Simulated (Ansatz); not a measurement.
Starting structure of a cell relaxation (symmetry kept):

```cif
data_structure
_symmetry_space_group_name_H-M 'P2_13'
_symmetry_Int_Tables_number 198
_cell_length_a 4.9219
_cell_length_b 4.9219
_cell_length_c 4.9219
_cell_angle_alpha 90.000
_cell_angle_beta 90.000
_cell_angle_gamma 90.000
_cell_volume 119.23
loop_
_atom_site_label
_atom_site_type_symbol
_atom_site_symmetry_multiplicity
_atom_site_Wyckoff_symbol
_atom_site_fract_x
_atom_site_fract_y
_atom_site_fract_z
_atom_site_occupancy
Ga1 Ga 4 a 0.09298 0.09298 0.09298 1
Pt1 Pt 4 a 0.39943 0.39943 0.39943 1
```

These are results of DFT r2SCAN, scalar-relativistic, plane waves, PAW in Ansatz, not measurements.

Plane waves to 500 eV, a k mesh through Γ of 8×8×8 on the computed 8-atom cell and Gaussian smearing (0.10 eV); no spin polarisation.

Problem. What does it relax to?

Solution. The volume decreases by 0.02 Å³/atom to 14.88 Å³/atom, and the energy changes by under 0.1 meV/atom. Final structure:
```cif
data_structure
_symmetry_space_group_name_H-M 'P2_13'
_symmetry_Int_Tables_number 198
_cell_length_a 4.9191
_cell_length_b 4.9191
_cell_length_c 4.9191
_cell_angle_alpha 90.000
_cell_angle_beta 90.000
_cell_angle_gamma 90.000
_cell_volume 119.03
loop_
_atom_site_label
_atom_site_type_symbol
_atom_site_symmetry_multiplicity
_atom_site_Wyckoff_symbol
_atom_site_fract_x
_atom_site_fract_y
_atom_site_fract_z
_atom_site_occupancy
Ga1 Ga 4 a 0.09282 0.09282 0.09282 1
Pt1 Pt 4 a 0.39917 0.39917 0.39917 1
```

Course of the relaxation (steps run on the plane waves of an earlier cell, and the basis is chosen afresh near the end, so energy and pressure can step there; trial steps that raised the energy were taken back; energies are free energies):

```tsv
step	largest force component (eV/Å)	P (GPa)	V (Å³/atom)
1	0.010	-0.33	14.90
2	0.005	0.25	14.86
3	0.006	0.03	14.88
4	0.004	0.02	14.88
5	0.004	0.02	14.88
```

Spin–orbit coupling is left out, which can shift energies with elements as heavy as these.

Cost: 1 run of about 4.3 core-minutes, on Intel Xeon Platinum 8488C (Sapphire Rapids) (shared hosts).